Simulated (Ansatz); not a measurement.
Input for Ansatz (plane-wave DFT, PAW):

```yaml
crystal:
  lattice:
    - [3.99, 0.0, 0.0]
    - [0.0, 3.99, 0.0]
    - [0.0, 0.0, 5.01]
  atoms:
    - { symbol: Pb, position: [0.0, 0.5, 0.24] }
    - { symbol: Pb, position: [0.5, 0.0, 0.76] }
    - { symbol: O, position: [0.0, 0.0, 0.0] }
    - { symbol: O, position: [0.5, 0.5, 0.0] }
basis:
  ecutwfc: 420
kpoints:
  mp_grid: { grid: [8, 8, 6] }
hamiltonian:
  xc: pbe
scf:
  occupations: { method: gaussian, width: 0.02 }
output:
  forces: true
  stress: true
  eigenvalues: true
  write_density: true
  write_potential: true
  elf: true
  volumetric_format: npy
relax:
  adjacent_minimum: "off"
  f_tol: 0.005
  max_steps: 80
  cell: { stress_tol: 0.05 }
```

Run as
```bash
ansatz run input.yaml --threads 1 --pin off --max-ram 2560MiB --backend cpu --events-out ev --progress --plain --runs-dir out
```

Theory: DFT PBE, scalar-relativistic, plane waves, PAW in Ansatz.

Abridged output:

```
Pseudopotentials: kind: paw
Pseudopotential: Pb, paw, valence charge 14, recommended cutoff 420 eV (normal)
Pseudopotential: O, paw, valence charge 6, recommended cutoff 420 eV (normal)
Functional definition: PBE
Crystal: 4 atoms, lattice volume = 79.760 Å³
Basis set: ecut = 420 eV, 1569 PW (Γ), exchange–correlation on 54×54×72 points (8 copies of the dense FFT grid, shifted against one another)
Bands: 24, of which v1, the nominal top of the filled ones, is band 20 counted from 1 (19 counted from 0)
Symmetry: 16 space group operations
Space group: P4/nmm (ITA 129), of the structure as read, at distance tolerance 4.3e-5 Å
k-points: 60 of 384
Initial density: superposition of atomic densities (neutral atoms: chi_scale 0, normalization atom), corrected by the library's trained network
Initial wavefunctions: pseudopotential atomic-orbital guess
Functional: x = pbe(κ = 0.804, μ = 0.21951497), c = pbe(β = 0.06672455)
SCF iter   1: F=—  HF=-24947.069037 eV  |F-HF|=—  |Δ(HF+E_count)|=         —  Δρ=1.53e-3  dr2=1.46e-3  ethr=1.77e-3  ⟨swp⟩=6.2  Hψ=6575  notcnv=0
SCF iter   2: F=—  HF=-24947.070441 eV  |F-HF|=—  |Δ(HF+E_count)|=   1.40e-3  Δρ=7.37e-4  dr2=2.32e-4  ethr=3.66e-6  ⟨swp⟩=2.5  Hψ=3392  notcnv=0
SCF iter   3: F=—  HF=-24947.070604 eV  |F-HF|=—  |Δ(HF+E_count)|=   1.62e-4  Δρ=2.33e-4  dr2=2.97e-5  ethr=5.80e-7  ⟨swp⟩=2.0  Hψ=2357  notcnv=0
SCF iter   4: F=—  HF=-24947.070587 eV  |F-HF|=—  |Δ(HF+E_count)|=   1.72e-5  Δρ=1.07e-4  dr2=7.43e-6  ethr=7.43e-8  ⟨swp⟩=2.1  Hψ=2043  notcnv=0
SCF iter   5: F=—  HF=-24947.070588 eV  |F-HF|=—  |Δ(HF+E_count)|=   1.28e-6  Δρ=2.54e-5  dr2=5.83e-7  ethr=1.86e-8  ⟨swp⟩=2.0  Hψ=1845  notcnv=0
SCF iter   6: F=-24947.070588 eV  HF=-24947.070588 eV  |F-HF|=5.81e-8  |Δ(HF+E_count)|=   4.66e-7  Δρ=6.55e-6  dr2=4.97e-8  ethr=2.50e-10  ⟨swp⟩=11.6  Hψ=11401  notcnv=0
SCF 1 converged in 6 iterations: F = -24947.070588 eV  dr2 = 4.97e-8
relax step   1: F+E_penalty+E_count = -24947.07058837 eV  Δ(F+E_penalty+E_count) = +0.000e0 eV  max|allowed force component| = 1.046e-2 eV/Å  Δτ_max = 0.0000 Å  P = +2.978 GPa  Ω = 79.760 Å³  (6 SCF iters, dr2 threshold 1.00e-7 eV, accepted)
Crystal: 4 atoms, lattice volume = 89.602 Å³
Basis set: ecut = 420 eV, 1769 PW (Γ), exchange–correlation on 54×54×72 points (8 copies of the dense FFT grid, shifted against one another)
Initial density: handed on by an earlier stage of this run
Initial wavefunctions: those handed on with the density
SCF iter   1: F=—  HF=-24947.097767 eV  |F-HF|=—  |Δ(HF+E_count)|=         —  Δρ=1.05e-2  dr2=1.14e-1  ethr=2.91e-4  ⟨swp⟩=1.4  Hψ=10230  notcnv=0
SCF iter   2: F=—  HF=-24947.071783 eV  |F-HF|=—  |Δ(HF+E_count)|=   2.60e-2  Δρ=4.75e-3  dr2=1.79e-2  ethr=2.85e-4  ⟨swp⟩=3.2  Hψ=2750  notcnv=0
SCF iter   3: F=—  HF=-24947.070484 eV  |F-HF|=—  |Δ(HF+E_count)|=   1.30e-3  Δρ=2.10e-3  dr2=3.47e-3  ethr=4.47e-5  ⟨swp⟩=3.1  Hψ=2889  notcnv=0
SCF iter   4: F=—  HF=-24947.070650 eV  |F-HF|=—  |Δ(HF+E_count)|=   1.66e-4  Δρ=1.08e-3  dr2=1.05e-3  ethr=8.67e-6  ⟨swp⟩=2.0  Hψ=2117  notcnv=0
SCF iter   5: F=—  HF=-24947.070670 eV  |F-HF|=—  |Δ(HF+E_count)|=   2.03e-5  Δρ=3.03e-4  dr2=9.24e-5  ethr=2.62e-6  ⟨swp⟩=2.0  Hψ=1780  notcnv=0
SCF iter   6: F=—  HF=-24947.070672 eV  |F-HF|=—  |Δ(HF+E_count)|=   1.96e-6  Δρ=5.20e-5  dr2=2.70e-6  ethr=2.31e-7  ⟨swp⟩=2.1  Hψ=1958  notcnv=0
SCF iter   7: F=-24947.070675 eV  HF=-24947.070675 eV  |F-HF|=3.95e-8  |Δ(HF+E_count)|=   2.97e-6  Δρ=5.94e-6  dr2=4.03e-8  ethr=1.00e-9  ⟨swp⟩=12.6  Hψ=13505  notcnv=0
SCF 2 converged in 7 iterations: F = -24947.070675 eV  dr2 = 4.03e-8
  Residual-converged pass: ⟨swp⟩=1.1  Hψ=1685  notcnv=0  max |occ|·‖R‖ = 7.1e-9 eV (tolerance 1.0e-8 eV) dr2=4.03e-8  dr2_onsite=4.08e-9  max |Δocc| = 0.0e0
relax step   2: F+E_penalty+E_count = -24947.07067508 eV  Δ(F+E_penalty+E_count) = -8.670e-5 eV  max|allowed force component| = 5.496e-1 eV/Å  Δτ_max = 0.1370 Å  P = +0.445 GPa  Ω = 89.602 Å³  energy of the carried Pulay correction = -1.775e-2 eV  (7 SCF iters, dr2 threshold 4.00e-7 eV, accepted)
Crystal: 4 atoms, lattice volume = 87.553 Å³
Basis set: ecut = 420 eV, 1681 PW (Γ), exchange–correlation on 54×54×72 points (8 copies of the dense FFT grid, shifted against one another)
SCF iter   1: F=—  HF=-24947.112635 eV  |F-HF|=—  |Δ(HF+E_count)|=         —  Δρ=6.11e-3  dr2=2.85e-2  ethr=7.11e-5  ⟨swp⟩=1.8  Hψ=8991  notcnv=0
SCF iter   2: F=—  HF=-24947.106889 eV  |F-HF|=—  |Δ(HF+E_count)|=   5.75e-3  Δρ=2.75e-3  dr2=5.10e-3  ethr=7.11e-5  ⟨swp⟩=3.6  Hψ=2936  notcnv=0
SCF iter   3: F=—  HF=-24947.106138 eV  |F-HF|=—  |Δ(HF+E_count)|=   7.52e-4  Δρ=1.61e-3  dr2=1.67e-3  ethr=1.28e-5  ⟨swp⟩=2.4  Hψ=2415  notcnv=0
SCF iter   4: F=—  HF=-24947.105992 eV  |F-HF|=—  |Δ(HF+E_count)|=   1.46e-4  Δρ=3.71e-4  dr2=1.40e-4  ethr=4.18e-6  ⟨swp⟩=2.3  Hψ=2223  notcnv=0
SCF iter   5: F=—  HF=-24947.105977 eV  |F-HF|=—  |Δ(HF+E_count)|=   1.49e-5  Δρ=6.79e-5  dr2=4.65e-6  ethr=3.49e-7  ⟨swp⟩=2.4  Hψ=2225  notcnv=0
SCF iter   6: F=-24947.105983 eV  HF=-24947.105982 eV  |F-HF|=3.97e-7  |Δ(HF+E_count)|=   5.51e-6  Δρ=1.54e-5  dr2=2.52e-7  ethr=1.00e-9  ⟨swp⟩=9.3  Hψ=12098  notcnv=0
SCF 3 converged in 6 iterations: F = -24947.105983 eV  dr2 = 2.52e-7
relax step   3: F+E_penalty+E_count = -24947.10598254 eV  Δ(F+E_penalty+E_count) = -3.531e-2 eV  max|allowed force component| = 2.416e-1 eV/Å  Δτ_max = 0.0733 Å  P = -1.278 GPa  Ω = 87.553 Å³  energy of the carried Pulay correction = -1.423e-2 eV  (6 SCF iters, dr2 threshold 4.00e-7 eV, accepted)
Crystal: 4 atoms, lattice volume = 86.879 Å³
Basis set: ecut = 420 eV, 1665 PW (Γ), exchange–correlation on 54×54×72 points (8 copies of the dense FFT grid, shifted against one another)
SCF iter   1: F=—  HF=-24947.114725 eV  |F-HF|=—  |Δ(HF+E_count)|=         —  Δρ=1.24e-3  dr2=1.27e-3  ethr=3.03e-6  ⟨swp⟩=2.0  Hψ=9499  notcnv=0
SCF iter   2: F=—  HF=-24947.114477 eV  |F-HF|=—  |Δ(HF+E_count)|=   2.48e-4  Δρ=4.97e-4  dr2=4.39e-4  ethr=3.03e-6  ⟨swp⟩=2.0  Hψ=1940  notcnv=0
SCF iter   3: F=—  HF=-24947.114415 eV  |F-HF|=—  |Δ(HF+E_count)|=   6.22e-5  Δρ=3.79e-4  dr2=1.29e-4  ethr=1.10e-6  ⟨swp⟩=2.2  Hψ=1814  notcnv=0
SCF iter   4: F=—  HF=-24947.114359 eV  |F-HF|=—  |Δ(HF+E_count)|=   5.53e-5  Δρ=7.85e-5  dr2=5.59e-6  ethr=3.21e-7  ⟨swp⟩=2.0  Hψ=2640  notcnv=0
SCF iter   5: F=-24947.114365 eV  HF=-24947.114364 eV  |F-HF|=6.10e-7  |Δ(HF+E_count)|=   4.89e-6  Δρ=1.52e-5  dr2=3.16e-7  ethr=1.00e-9  ⟨swp⟩=8.9  Hψ=11697  notcnv=0
SCF 4 converged in 5 iterations: F = -24947.114365 eV  dr2 = 3.16e-7
relax step   4: F+E_penalty+E_count = -24947.11436493 eV  Δ(F+E_penalty+E_count) = -8.382e-3 eV  max|allowed force component| = 2.390e-2 eV/Å  Δτ_max = 0.0098 Å  P = -0.191 GPa  Ω = 86.879 Å³  energy of the carried Pulay correction = -1.305e-2 eV  (5 SCF iters, dr2 threshold 4.00e-7 eV, accepted)
Crystal: 4 atoms, lattice volume = 87.153 Å³
Basis set: ecut = 420 eV, 1689 PW (Γ), exchange–correlation on 54×54×72 points (8 copies of the dense FFT grid, shifted against one another)
SCF iter   1: F=—  HF=-24947.114815 eV  |F-HF|=—  |Δ(HF+E_count)|=         —  Δρ=4.97e-4  dr2=1.79e-4  ethr=4.51e-7  ⟨swp⟩=2.3  Hψ=9963  notcnv=0
SCF iter   2: F=—  HF=-24947.114777 eV  |F-HF|=—  |Δ(HF+E_count)|=   3.83e-5  Δρ=2.67e-4  dr2=6.30e-5  ethr=4.47e-7  ⟨swp⟩=1.7  Hψ=2091  notcnv=0
   ...
SCF iter   1: F=—  HF=-24947.145939 eV  |F-HF|=—  |Δ(HF+E_count)|=         —  Δρ=3.23e-4  dr2=1.48e-5  ethr=1.55e-7  ⟨swp⟩=3.9  Hψ=11090  notcnv=0
SCF iter   2: F=—  HF=-24947.146133 eV  |F-HF|=—  |Δ(HF+E_count)|=   1.94e-4  Δρ=1.60e-4  dr2=6.30e-6  ethr=3.71e-8  ⟨swp⟩=2.0  Hψ=2640  notcnv=0
SCF iter   3: F=—  HF=-24947.146198 eV  |F-HF|=—  |Δ(HF+E_count)|=   6.55e-5  Δρ=8.13e-5  dr2=9.72e-7  ethr=1.57e-8  ⟨swp⟩=2.0  Hψ=1784  notcnv=0
SCF iter   4: F=—  HF=-24947.146215 eV  |F-HF|=—  |Δ(HF+E_count)|=   1.65e-5  Δρ=4.80e-6  dr2=1.41e-8  ethr=2.43e-9  ⟨swp⟩=2.0  Hψ=2640  notcnv=0
SCF iter   5: F=—  HF=-24947.146215 eV  |F-HF|=—  |Δ(HF+E_count)|=   1.80e-8  Δρ=9.43e-7  dr2=8.05e-10  ethr=3.53e-11  ⟨swp⟩=2.1  Hψ=1978  notcnv=0
SCF iter   6: F=—  HF=-24947.146215 eV  |F-HF|=—  |Δ(HF+E_count)|=   1.06e-9  Δρ=2.23e-7  dr2=5.08e-11  ethr=2.01e-12  ⟨swp⟩=2.0  Hψ=1944  notcnv=0
SCF iter   7: F=-24947.146215 eV  HF=-24947.146215 eV  |F-HF|=0.00e0  |Δ(HF+E_count)|=  1.06e-10  Δρ=3.89e-8  dr2=1.10e-12  ethr=1.00e-12  ⟨swp⟩=6.8  Hψ=7132  notcnv=0
SCF 11 converged in 7 iterations: F = -24947.146215 eV  dr2 = 1.10e-12
Crystal: 4 atoms, lattice volume = 91.345 Å³
Basis set: ecut = 420 eV, 1819 PW (Γ), exchange–correlation on 60×60×80 points (8 copies of the dense FFT grid, shifted against one another)
SCF iter   1: F=—  HF=-24947.145296 eV  |F-HF|=—  |Δ(HF+E_count)|=         —  Δρ=7.34e-4  dr2=4.49e-4  ethr=1.18e-6  ⟨swp⟩=2.0  Hψ=10085  notcnv=0
SCF iter   2: F=—  HF=-24947.145269 eV  |F-HF|=—  |Δ(HF+E_count)|=   2.71e-5  Δρ=3.95e-4  dr2=1.14e-4  ethr=1.12e-6  ⟨swp⟩=2.0  Hψ=2485  notcnv=0
SCF iter   3: F=—  HF=-24947.145295 eV  |F-HF|=—  |Δ(HF+E_count)|=   2.67e-5  Δρ=1.92e-4  dr2=2.76e-5  ethr=2.85e-7  ⟨swp⟩=2.9  Hψ=2502  notcnv=0
SCF iter   4: F=—  HF=-24947.145251 eV  |F-HF|=—  |Δ(HF+E_count)|=   4.47e-5  Δρ=8.29e-5  dr2=6.43e-6  ethr=6.90e-8  ⟨swp⟩=2.1  Hψ=2547  notcnv=0
SCF iter   5: F=—  HF=-24947.145251 eV  |F-HF|=—  |Δ(HF+E_count)|=   2.94e-7  Δρ=2.24e-5  dr2=4.98e-7  ethr=1.61e-8  ⟨swp⟩=2.0  Hψ=1777  notcnv=0
SCF iter   6: F=-24947.145251 eV  HF=-24947.145251 eV  |F-HF|=9.53e-9  |Δ(HF+E_count)|=   3.43e-7  Δρ=2.90e-6  dr2=9.66e-9  ethr=1.95e-10  ⟨swp⟩=7.6  Hψ=10130  notcnv=0
SCF 12 converged in 6 iterations: F = -24947.145251 eV  dr2 = 9.66e-9
relax step  12: F+E_penalty+E_count = -24947.14525125 eV  Δ(F+E_penalty+E_count) = +9.633e-4 eV  max|allowed force component| = 1.651e-2 eV/Å  Δτ_max = 0.0122 Å  P = +0.071 GPa  Ω = 91.345 Å³  energy of the carried Pulay correction = -1.722e-3 eV  (6 SCF iters, dr2 threshold 7.79e-8 eV, accepted)
Crystal: 4 atoms, lattice volume = 91.559 Å³
SCF iter   1: F=—  HF=-24947.144863 eV  |F-HF|=—  |Δ(HF+E_count)|=         —  Δρ=2.80e-4  dr2=5.19e-5  ethr=2.31e-7  ⟨swp⟩=3.0  Hψ=9058  notcnv=0
SCF iter   2: F=—  HF=-24947.144812 eV  |F-HF|=—  |Δ(HF+E_count)|=   5.07e-5  Δρ=1.39e-4  dr2=1.57e-5  ethr=1.30e-7  ⟨swp⟩=2.6  Hψ=2558  notcnv=0
SCF iter   3: F=—  HF=-24947.144813 eV  |F-HF|=—  |Δ(HF+E_count)|=   1.29e-6  Δρ=7.85e-5  dr2=5.16e-6  ethr=3.92e-8  ⟨swp⟩=2.0  Hψ=1836  notcnv=0
SCF iter   4: F=—  HF=-24947.144814 eV  |F-HF|=—  |Δ(HF+E_count)|=   9.07e-7  Δρ=1.66e-5  dr2=1.86e-7  ethr=1.29e-8  ⟨swp⟩=2.0  Hψ=2640  notcnv=0
SCF iter   5: F=-24947.144814 eV  HF=-24947.144814 eV  |F-HF|=2.08e-8  |Δ(HF+E_count)|=   2.14e-7  Δρ=3.47e-6  dr2=1.09e-8  ethr=7.96e-11  ⟨swp⟩=10.0  Hψ=10493  notcnv=0
SCF 13 converged in 5 iterations: F = -24947.144814 eV  dr2 = 1.09e-8
relax step  13: F+E_penalty+E_count = -24947.14481445 eV  Δ(F+E_penalty+E_count) = +4.368e-4 eV  max|allowed force component| = 3.676e-2 eV/Å  Δτ_max = 0.0006 Å  P = -0.085 GPa  Ω = 91.559 Å³  energy of the carried Pulay correction = -2.131e-3 eV  (5 SCF iters, dr2 threshold 3.18e-8 eV, rejected (line search))
Crystal: 4 atoms, lattice volume = 91.477 Å³
SCF iter   1: F=—  HF=-24947.145105 eV  |F-HF|=—  |Δ(HF+E_count)|=         —  Δρ=2.08e-4  dr2=2.83e-5  ethr=1.06e-7  ⟨swp⟩=3.0  Hψ=8740  notcnv=0
SCF iter   2: F=—  HF=-24947.145056 eV  |F-HF|=—  |Δ(HF+E_count)|=   4.94e-5  Δρ=9.67e-5  dr2=6.93e-6  ethr=7.08e-8  ⟨swp⟩=3.0  Hψ=2656  notcnv=0
SCF iter   3: F=—  HF=-24947.145053 eV  |F-HF|=—  |Δ(HF+E_count)|=   3.28e-6  Δρ=5.56e-5  dr2=2.36e-6  ethr=1.73e-8  ⟨swp⟩=2.0  Hψ=1815  notcnv=0
SCF iter   4: F=—  HF=-24947.145055 eV  |F-HF|=—  |Δ(HF+E_count)|=   2.18e-6  Δρ=1.21e-5  dr2=1.51e-7  ethr=5.89e-9  ⟨swp⟩=2.6  Hψ=2361  notcnv=0
SCF iter   5: F=—  HF=-24947.145055 eV  |F-HF|=—  |Δ(HF+E_count)|=   8.26e-8  Δρ=2.94e-6  dr2=6.14e-9  ethr=3.77e-10  ⟨swp⟩=2.1  Hψ=2018  notcnv=0
SCF iter   6: F=—  HF=-24947.145055 eV  |F-HF|=—  |Δ(HF+E_count)|=   1.07e-8  Δρ=5.15e-7  dr2=2.37e-10  ethr=1.54e-11  ⟨swp⟩=2.2  Hψ=2458  notcnv=0
SCF iter   7: F=-24947.145055 eV  HF=-24947.145055 eV  |F-HF|=2.91e-11  |Δ(HF+E_count)|=  6.58e-10  Δρ=1.10e-7  dr2=1.65e-11  ethr=1.00e-12  ⟨swp⟩=7.5  Hψ=7863  notcnv=0
SCF 14 converged in 7 iterations: F = -24947.145055 eV  dr2 = 1.65e-11
relax step  14: F+E_penalty+E_count = -24947.14505477 eV  Δ(F+E_penalty+E_count) = +1.965e-4 eV  max|allowed force component| = 1.826e-4 eV/Å  Δτ_max = 0.0005 Å  P = +0.014 GPa  Ω = 91.477 Å³  energy of the carried Pulay correction = -1.971e-3 eV  (7 SCF iters, accepted)
Crystal: 4 atoms, lattice volume = 91.697 Å³
SCF iter   1: F=—  HF=-24947.144703 eV  |F-HF|=—  |Δ(HF+E_count)|=         —  Δρ=1.50e-4  dr2=2.00e-5  ethr=4.57e-8  ⟨swp⟩=3.0  Hψ=9656  notcnv=0
SCF iter   2: F=—  HF=-24947.144654 eV  |F-HF|=—  |Δ(HF+E_count)|=   4.91e-5  Δρ=8.26e-5  dr2=4.94e-6  ethr=4.57e-8  ⟨swp⟩=2.2  Hψ=2479  notcnv=0
SCF iter   3: F=—  HF=-24947.144656 eV  |F-HF|=—  |Δ(HF+E_count)|=   1.91e-6  Δρ=1.92e-5  dr2=2.68e-7  ethr=1.24e-8  ⟨swp⟩=2.5  Hψ=2222  notcnv=0
SCF iter   4: F=—  HF=-24947.144655 eV  |F-HF|=—  |Δ(HF+E_count)|=   8.71e-7  Δρ=1.51e-5  dr2=2.03e-7  ethr=6.70e-10  ⟨swp⟩=2.0  Hψ=2640  notcnv=0
SCF iter   5: F=—  HF=-24947.144655 eV  |F-HF|=—  |Δ(HF+E_count)|=   3.30e-8  Δρ=2.89e-6  dr2=6.96e-9  ethr=5.07e-10  ⟨swp⟩=2.0  Hψ=1808  notcnv=0
SCF iter   6: F=—  HF=-24947.144655 eV  |F-HF|=—  |Δ(HF+E_count)|=   1.32e-8  Δρ=4.16e-7  dr2=1.66e-10  ethr=1.74e-11  ⟨swp⟩=2.7  Hψ=2470  notcnv=0
SCF iter   7: F=-24947.144655 eV  HF=-24947.144655 eV  |F-HF|=3.64e-12  |Δ(HF+E_count)|=  3.42e-10  Δρ=1.04e-7  dr2=1.41e-11  ethr=1.00e-12  ⟨swp⟩=7.1  Hψ=7400  notcnv=0
SCF 15 converged in 7 iterations: F = -24947.144655 eV  dr2 = 1.41e-11
relax step  15: F+E_penalty+E_count = -24947.14465520 eV  Δ(F+E_penalty+E_count) = +3.996e-4 eV  max|allowed force component| = 2.499e-5 eV/Å  Δτ_max = 0.0025 Å  P = +0.001 GPa  Ω = 91.697 Å³  energy of the carried Pulay correction = -2.392e-3 eV  (7 SCF iters, accepted)
SCF iter   1: F=—  HF=-24947.147173 eV  |F-HF|=—  |Δ(HF+E_count)|=         —  Δρ=1.28e-4  dr2=1.85e-6  ethr=1.38e-7  ⟨swp⟩=4.0  Hψ=11125  notcnv=0
SCF iter   2: F=—  HF=-24947.147238 eV  |F-HF|=—  |Δ(HF+E_count)|=   6.59e-5  Δρ=6.41e-5  dr2=7.87e-7  ethr=4.64e-9  ⟨swp⟩=2.0  Hψ=2640  notcnv=0
SCF iter   3: F=—  HF=-24947.147269 eV  |F-HF|=—  |Δ(HF+E_count)|=   3.10e-5  Δρ=3.10e-5  dr2=1.39e-7  ethr=1.97e-9  ⟨swp⟩=2.0  Hψ=1809  notcnv=0
SCF iter   4: F=—  HF=-24947.147277 eV  |F-HF|=—  |Δ(HF+E_count)|=   7.87e-6  Δρ=1.75e-6  dr2=1.30e-9  ethr=3.47e-10  ⟨swp⟩=2.0  Hψ=2640  notcnv=0
SCF iter   5: F=—  HF=-24947.147277 eV  |F-HF|=—  |Δ(HF+E_count)|=   2.33e-9  Δρ=3.26e-7  dr2=5.69e-11  ethr=3.26e-12  ⟨swp⟩=2.5  Hψ=2671  notcnv=0
SCF iter   6: F=-24947.147277 eV  HF=-24947.147277 eV  |F-HF|=0.00e0  |Δ(HF+E_count)|=  2.18e-11  Δρ=4.84e-8  dr2=2.66e-12  ethr=1.00e-12  ⟨swp⟩=6.9  Hψ=7204  notcnv=0
SCF 16 converged in 6 iterations: F = -24947.147277 eV  dr2 = 2.66e-12
Crystal: 4 atoms, lattice volume = 92.110 Å³
Basis set: ecut = 420 eV, 1835 PW (Γ), exchange–correlation on 60×60×80 points (8 copies of the dense FFT grid, shifted against one another)
SCF iter   1: F=—  HF=-24947.146693 eV  |F-HF|=—  |Δ(HF+E_count)|=         —  Δρ=2.89e-4  dr2=7.21e-5  ethr=1.66e-7  ⟨swp⟩=3.0  Hψ=9825  notcnv=0
SCF iter   2: F=—  HF=-24947.146641 eV  |F-HF|=—  |Δ(HF+E_count)|=   5.27e-5  Δρ=1.60e-4  dr2=1.85e-5  ethr=1.66e-7  ⟨swp⟩=2.2  Hψ=2496  notcnv=0
SCF iter   3: F=—  HF=-24947.146645 eV  |F-HF|=—  |Δ(HF+E_count)|=   4.68e-6  Δρ=4.14e-5  dr2=1.26e-6  ethr=4.63e-8  ⟨swp⟩=2.4  Hψ=2171  notcnv=0
SCF iter   4: F=—  HF=-24947.146648 eV  |F-HF|=—  |Δ(HF+E_count)|=   2.79e-6  Δρ=3.80e-5  dr2=1.29e-6  ethr=3.15e-9  ⟨swp⟩=2.0  Hψ=2640  notcnv=0
SCF iter   5: F=—  HF=-24947.146648 eV  |F-HF|=—  |Δ(HF+E_count)|=   1.88e-7  Δρ=4.42e-6  dr2=1.90e-8  ethr=3.15e-9  ⟨swp⟩=2.0  Hψ=1806  notcnv=0
SCF iter   6: F=-24947.146648 eV  HF=-24947.146648 eV  |F-HF|=7.35e-10  |Δ(HF+E_count)|=   3.47e-8  Δρ=6.89e-7  dr2=4.49e-10  ethr=2.01e-11  ⟨swp⟩=8.5  Hψ=9095  notcnv=0
SCF 17 converged in 6 iterations: F = -24947.146648 eV  dr2 = 4.49e-10
relax step  17: F+E_penalty+E_count = -24947.14664797 eV  Δ(F+E_penalty+E_count) = +6.293e-4 eV  max|allowed force component| = 3.629e-4 eV/Å  Δτ_max = 0.0048 Å  P = +0.000 GPa  Ω = 92.110 Å³  energy of the carried Pulay correction = -7.235e-4 eV  (6 SCF iters, dr2 threshold 8.04e-9 eV, accepted)
SCF iter   1: F=—  HF=-24947.147355 eV  |F-HF|=—  |Δ(HF+E_count)|=         —  Δρ=4.59e-5  dr2=1.51e-7  ethr=1.48e-7  ⟨swp⟩=3.9  Hψ=11116  notcnv=0
SCF iter   2: F=—  HF=-24947.147336 eV  |F-HF|=—  |Δ(HF+E_count)|=   1.89e-5  Δρ=2.32e-5  dr2=5.93e-8  ethr=3.78e-10  ⟨swp⟩=2.2  Hψ=2651  notcnv=0
SCF iter   3: F=—  HF=-24947.147345 eV  |F-HF|=—  |Δ(HF+E_count)|=   8.64e-6  Δρ=1.04e-5  dr2=1.13e-8  ethr=1.48e-10  ⟨swp⟩=2.0  Hψ=1873  notcnv=0
SCF iter   4: F=—  HF=-24947.147347 eV  |F-HF|=—  |Δ(HF+E_count)|=   1.87e-6  Δρ=4.50e-7  dr2=6.75e-11  ethr=2.82e-11  ⟨swp⟩=2.0  Hψ=2640  notcnv=0
SCF iter   5: F=-24947.147347 eV  HF=-24947.147347 eV  |F-HF|=3.64e-12  |Δ(HF+E_count)|=  2.18e-10  Δρ=8.02e-8  dr2=3.89e-12  ethr=1.00e-12  ⟨swp⟩=7.1  Hψ=7329  notcnv=0
SCF 18 converged in 5 iterations: F = -24947.147347 eV  dr2 = 3.89e-12
SCF converged after 5 iterations
Free energy (F): -24947.147347 eV
Harris-Foulkes:  -24947.147347 eV  (|F-HF|=3.64e-12)
Internal energy: -24947.147347 eV  (E = F + TS)
E sigma→0 (E₀):  -24947.147347 eV
Fermi energy:    7.567720 eV
--- Per-component energies (eV) ---
  E_band       = -170.118773
  E_kinetic    = 925.050893
  E_local      = -3640.443025  (includes V_loc(G=0)·N_el)
  E_nonlocal   = 797.924388
  E_hartree    = 1470.390287
  E_xc         = -587.801819
  E_vxc        = -451.417132  (∫ρ·V_xc dr)
  E_paw        = -21128.181728  (= ΣΔE_a)
  E_vpaw       = -742.019448  (= ΣTr[D̂ρ^β])
  E_aug_tail   = 0.004887  (compensation charges beyond the density's cutoff)
  E_ewald      = -2784.091230
  E_smearing   =  0.000000  (= −TS)
--- Forces (eV/Å), atoms counted from 1 ---
  atom   1  Pb     0.00000000     0.00000000     0.00026283
  atom   2  Pb     0.00000000     0.00000000    -0.00026283
  atom   3  O      0.00000000     0.00000000     0.00000000
  atom   4  O      0.00000000     0.00000000     0.00000000
--- Stress (GPa, compression-positive) ---
       -0.007059       0.000000       0.000000
        0.000000      -0.007059       0.000000
        0.000000       0.000000       0.023651
  P = ⅓ Tr σ = 0.0032 GPa (0.032 kbar)
--- Band table (eV; the first three rows and the last of 60) ---
  k-point 0: bands = ["-11.2369", "-10.8470", "-9.1973", "-9.1973", "-9.1484", "-9.1466", "-9.0747", "-9.0368", "-9.0368", "-9.0232", "-9.0056", "-7.7036", "-0.5140", "0.5869", "2.7956", "2.7956", "5.2013", "5.2166", "5.2166", "6.6652", "8.5784", "11.1549", "12.6445", "12.6445"]
  k-point 1: bands = ["-11.2353", "-10.8460", "-9.1931", "-9.1931", "-9.1486", "-9.1461", "-9.0733", "-9.0415", "-9.0415", "-9.0232", "-9.0070", "-7.7027", "-0.7754", "0.9544", "2.8104", "2.8104", "5.1969", "5.2133", "5.2133", "6.5006", "8.5245", "11.1930", "11.9031", "11.9031"]
  k-point 2: bands = ["-11.2321", "-10.8442", "-9.1839", "-9.1839", "-9.1525", "-9.1413", "-9.0702", "-9.0518", "-9.0518", "-9.0232", "-9.0101", "-7.7009", "-1.1054", "1.5257", "2.8400", "2.8400", "5.1882", "5.2056", "5.2056", "6.1269", "8.4888", "11.0700", "11.3849", "11.3849"]
  k-point 59: bands = ["-10.9602", "-10.9602", "-9.1080", "-9.1080", "-9.0498", "-9.0498", "-9.0446", "-9.0446", "-9.0381", "-9.0381", "-8.2355", "-8.2355", "-1.1833", "-1.1833", "3.3271", "3.3271", "4.8185", "4.8185", "5.8246", "5.8246", "10.3987", "10.3987", "10.6461", "10.6461"]
--- Relaxed structure (14 steps of the walk, 13 accepted, 4 SCFs on fresh bases) ---
  F+E_penalty+E_count = -24947.14734658 eV   max|allowed force component| = 2.628e-4 eV/Å   (the final SCF, on the basis selected at the relaxed cell)
  cell:  # Å, volume = 92.1102 Å³
    - [4.05704986, 0.0, 0.0]
    - [0.0, 4.05704986, 0.0]
    - [0.0, 0.0, 5.59612314]
  atoms:
    - { symbol: Pb, position: [0.0, 0.5, 0.21261651] }
    - { symbol: Pb, position: [0.5, 0.0, 0.78738348] }
    - { symbol: O, position: [0.0, 0.0, 0.0] }
    - { symbol: O, position: [0.5, 0.5, 0.0] }
```

The relaxation met its thresholds.

Time: 7.5 min on 1 thread of Intel(R) Xeon(R) Processor @ 2.50GHz (Skylake/Cascade Lake), with other jobs on the host, peak memory 0.45 GiB.

Spin–orbit coupling is left out, which can shift energies with elements as heavy as these.